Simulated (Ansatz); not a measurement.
Computed with DFT PBE, scalar-relativistic, plane waves, PAW (Ansatz). Settings of the last relaxation (12-atom cell): 420 eV, 8×8×2 k points, Gaussian smearing of 0.02 eV, no spin polarisation.

Formation energies are uncorrected and refer to the elements' standard structures at the same level (O₂ as a molecule). The references include grey tin.

Q: Suggest a trial structure for a tetragonal semiconductor with formula SnPb2O3, with a gap near 1.2 eV, a formation energy near −1.14 eV/atom and about 22 Å³ per atom, in a cell of 12 atoms.

A: SnPb2O3, space group P4/nmm (No. 129). Sn is surrounded by 4 O at 2.28 Å; Pb on its first site is surrounded by 4 O at 2.34 Å; Pb on its second site is surrounded by 4 O at 2.33 Å; around O on a site of symmetry 2mm lie 2 Sn at 2.28 Å, 2 Pb at 2.34 Å and 4 O at 2.82 Å; 1 more site not described.

```cif
data_structure
_symmetry_space_group_name_H-M 'P 1'
_symmetry_Int_Tables_number 1
_cell_length_a 3.9854
_cell_length_b 3.9854
_cell_length_c 16.3907
_cell_angle_alpha 90.000
_cell_angle_beta 90.000
_cell_angle_gamma 90.000
_cell_volume 260.34
loop_
_atom_site_label
_atom_site_type_symbol
_atom_site_fract_x
_atom_site_fract_y
_atom_site_fract_z
_atom_site_occupancy
Sn1 Sn 0.50000 0.00000 0.91636 1
Sn2 Sn 0.00000 0.50000 0.08364 1
Pb1 Pb 0.50000 0.00000 0.22628 1
Pb2 Pb 0.50000 0.00000 0.57425 1
Pb3 Pb 0.00000 0.50000 0.42575 1
Pb4 Pb 0.00000 0.50000 0.77372 1
O1 O 0.50000 0.50000 0.84831 1
O2 O 0.50000 0.50000 0.15169 1
O3 O 0.50000 0.50000 0.50000 1
O4 O 0.00000 0.00000 0.84831 1
O5 O 0.00000 0.00000 0.15169 1
O6 O 0.00000 0.00000 0.50000 1
```

The volume per atom is 21.7 Å³ and the density is 7.4 g/cm³. The formation energy is −1.143 eV/atom. The gap on the 8×8×2 mesh of the 12-atom cell is 1.22 eV.

The cell was found from a structure generator's guess, not taken from experiment. Other answers may fit too; this one was computed.

Weakly bound directions are ill-defined at this level, which has no dispersion term. These runs have no spin–orbit coupling, which can matter for Pb. Kohn–Sham gaps at this level usually fall short of measured ones. The missing spin–orbit coupling can work the other way here. A later test with randomly moved atoms came back to the same energy, though modes that don't fit the test's cell weren't probed.
